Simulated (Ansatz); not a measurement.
## What a change of settings does to a run on Zn

Structure from Materials Project entry mp-2646972 (possibly hypothetical).

First run: DFT, PBEsol, PAW with Ansatz's default frozen-core files, scalar-relativistic (Ansatz 0.2.0).

Command: `ansatz run input.yaml --threads 1 --pin off --max-ram 2048MiB --backend cpu --events-out ev --progress --plain --runs-dir out` The run took about 10 s on 1 thread of a shared machine.

```yaml
crystal:
  lattice:
    - [0.0, 1.964776, 1.964776]
    - [1.964776, 0.0, 1.964776]
    - [1.964776, 1.964776, 0.0]
  atoms:
    - { symbol: Zn, position: [0.0, 0.0, 0.0] }
kpoints:
  mp_grid: { grid: [14, 14, 14] }
scf:
  occupations: { method: fermi_dirac, width: 0.05 }
hamiltonian:
  xc: pbesol
  pseudopotentials: { kind: paw }
output:
  forces: true
  stress: true
  efg: { contact_densities: true }
relax:
  f_tol: 0.005
  max_steps: 80
  cell: {}
```

Result: converged; relaxed volume 14.205 Å³/atom; 25 SCF iterations in all.

The input is then changed:

```diff
@@ -5,5 +5,5 @@
     - [1.964776, 1.964776, 0.0]
   atoms:
-    - { symbol: Zn, position: [0.0, 0.0, 0.0] }
+    - { symbol: Zn, position: [0.0, 0.0, 0.0], spin: 0.2 }
 kpoints:
   mp_grid: { grid: [14, 14, 14] }
@@ -13,4 +13,5 @@
   xc: pbesol
   pseudopotentials: { kind: paw }
+  dispersion: d3bjatm
 output:
   forces: true
@@ -21,3 +22,5 @@
   max_steps: 80
   cell: {}
+magnetization:
+  spin_polarized: true
```

Problem. Predict the outcome of the changed run.

Solution. It converged; relaxed volume 13.678 Å³/atom; moment 0.00 μB; 38 SCF iterations in all.

The results part of its log:

```
basis re-selected at this cell: Δ(F+E_penalty+E_count) = +8.016e-4 eV, ΔP = -0.058 GPa vs the last step (what re-selecting the basis moved, of the pressure what is left beyond the Pulay correction that the steps carried, after the strain that the cell walked since its last selection, with what the two solves' SCF thresholds leave and, on support functions, any second-order correction that the steps lacked; it is no measure of the basis error at this ecutwfc). The dense FFT grid was sized anew with the basis: this SCF ran on 18×18×18 points, the steps before it on 20×20×20, so part of this shift can come from that change (see relax.cell in the input reference). This SCF's stress stands 4.95e-2 GPa from its target on what of the cell is left free (relax.cell.stress_tol is 5.00e-2 GPa) and its largest allowed force component is 0.00e0 eV/Å (relax.f_tol is 5.00e-3 eV/Å): within both
SCF converged after 6 iterations
Magnetization: -0.0000 μB (6.0000 up, 6.0000 down)
Absolute magnetization: 0.0000 μB (∫|ρ↑−ρ↓|, with the PAW one-centre terms)
Spin contamination: 0.0000 ħ² per cell (⟨S²⟩ above its minimum at these occupations)
Per-site moments (μB) at R_I (Å): [(-1.369385640615144e-9, 1.107319384915764)]
Free energy (F): -3281.234921 eV
Harris-Foulkes:  -3281.234921 eV  (|F-HF|=9.09e-13)
Internal energy: -3281.232994 eV  (E = F + TS)
E sigma→0 (E₀):  -3281.233958 eV
Entropy (-TS):   -0.001927 eV (-1.927 meV/atom)
Fermi energy:    12.485437 eV
--- Per-component energies (eV) ---
  E_band       = 64.116851
  E_kinetic    = 132.199540
  E_local      = -1462.314778  (includes V_loc(G=0)·N_el)
  E_nonlocal   = 611.218461
  E_hartree    = 613.434725
  E_xc         = -137.069025
  E_vxc        = -54.276161  (∫ρ·V_xc dr)
  E_paw        = -1787.022968  (= ΣΔE_a)
  E_vpaw       = -389.579322  (= ΣTr[D̂ρ^β])
  E_aug_tail   = -0.000365  (compensation charges beyond the density's cutoff)
  E_ewald      = -1252.121936
  E_disp       = -0.354003  (pairwise vdW)
  E_core_change = 0.797355  (= ΣΔE_core)
  E_smearing   = -0.001927  (= −TS)
  E_closure    = -0.000000  (closes the sum)
  Σ components = -3281.234921   (vs F -3281.234921, Δ=0.00e0)
--- Forces (eV/Å), atoms counted from 1 ---
  atom   1  Zn     0.00000000     0.00000000    -0.00000000
  max |Σ_I F_I| component: 1.48e-31 eV/Å
--- Stress (GPa, compression-positive) ---
       -0.049517       0.000000       0.000000
        0.000000      -0.049517       0.000000
        0.000000       0.000000      -0.049517
  P = ⅓ Tr σ = -0.0495 GPa (-0.495 kbar)
--- PAW observables at the nuclei: V_zz in 10²¹ V/m², potentials from the cell's mean, atoms counted from 1 ---
  atom   1  Zn V_zz =    +0.000000   η = 0.0000   by run symmetry: forbidden
            electrostatic potential = -3948.007022 V   contact ρ = 166282.856647 e/Å³   contact ρ_s (e/Å³): all electrons +0.000000, valence -0.000000
--- Relaxed structure (4 steps of the walk, 4 accepted, 1 SCFs on fresh bases) ---
  F+E_penalty+E_count = -3281.23492101 eV   max|allowed force component| = 0.000e0 eV/Å   (the final SCF, on the basis selected at the relaxed cell)
  cell:  # Å, volume = 13.6783 Å³
    - [-4.681373084295697e-34, 1.8981649600321298, 1.8981649600321298]
    - [1.8981649600321298, -3.3438378675148564e-34, 1.8981649600321298]
    - [1.8981649600321298, 1.8981649600321298, -7.643058049343386e-35]
  atoms:
    - { symbol: Zn, position: [0.0, 0.0, 0.0] }
```
